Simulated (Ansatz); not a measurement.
Ba$_{2}$PCl:
```
Ba2PCl
1.0
    2.33172     1.34622     7.55603
   -2.33172     1.34622     7.55603
    0.00000    -2.69244     7.55603
Ba P Cl
2 1 1
Direct
  0.75880   0.75880   0.75880
  0.24120   0.24120   0.24120
  0.50000   0.50000   0.50000
  0.00000   0.00000   0.00000
```

Relaxed with r²SCAN.

Problem. Map the electron localisation function on the plane through (0.759, 0.759, 0.759) spanned by u = [1, 0, 0] and v = [-1, 1, 1] in lattice vectors, from r²SCAN in the plane-wave PAW code Ansatz.

Solution. x is the fraction of u, y of v (the angle between them is 55°; rows are the nearest grid lines); atoms in the plane: Ba at (0.00, 0.00), Ba at (0.96, 0.48), P at (0.48, 0.74), Cl at (0.48, 0.24).
```
y \ x   0.000  0.100  0.175  0.275  0.375  0.450  0.550  0.625  0.725  0.825  0.900   1.00
------  -----  -----  -----  -----  -----  -----  -----  -----  -----  -----  -----  -----
1.00    0.002  0.880  0.234  0.290  0.339  0.071  0.030  0.116  0.038  0.501  0.863  0.002
0.925   0.818  0.808  0.616  0.469  0.797  0.711  0.300  0.047  0.010  0.023  0.648  0.818
0.850   0.551  0.788  0.374  0.553  0.848  0.845  0.794  0.630  0.064  0.007  0.014  0.551
0.775   0.009  0.044  0.048  0.589  0.789  0.004  0.803  0.808  0.276  0.011  0.008  0.009
0.700   0.009  0.008  0.022  0.575  0.839  0.532  0.212  0.840  0.217  0.072  0.040  0.009
0.625   0.347  0.008  0.009  0.183  0.696  0.821  0.848  0.844  0.189  0.714  0.832  0.347
0.550   0.867  0.329  0.008  0.015  0.079  0.408  0.742  0.772  0.147  0.848  0.577  0.867
0.450   0.014  0.881  0.178  0.251  0.369  0.072  0.033  0.150  0.074  0.461  0.871  0.014
0.375   0.878  0.893  0.405  0.455  0.841  0.810  0.275  0.020  0.038  0.024  0.340  0.878
0.300   0.081  0.373  0.138  0.379  0.868  0.747  0.856  0.456  0.017  0.046  0.044  0.081
0.225   0.049  0.034  0.017  0.099  0.858  0.646  0.770  0.827  0.030  0.036  0.035  0.049
0.150   0.253  0.034  0.045  0.018  0.462  0.843  0.865  0.856  0.067  0.665  0.780  0.253
0.0750  0.834  0.444  0.023  0.054  0.020  0.139  0.700  0.728  0.074  0.811  0.842  0.834
0.000   0.002  0.880  0.234  0.290  0.339  0.071  0.030  0.116  0.038  0.501  0.863  0.002
```

The density is the valence pseudo-density with augmentation charge, so density and ELF within about 1 Å of a nucleus are not all-electron values.

Space group R-3m. The workflow started from a Materials Project entry (that database holds measured and hypothetical structures alike); the Crystallography Open Database files this formula in space group No. 166, but the cells were not matched. Its standing as an ambient phase is unchecked. Symmetry was held in the r²SCAN relaxation; its stability against distortions is not shown here. Scalar-relativistic: spin–orbit coupling is off unless named, which matters more the heavier the elements.

Potentials: the later of the program's two PAW sets.
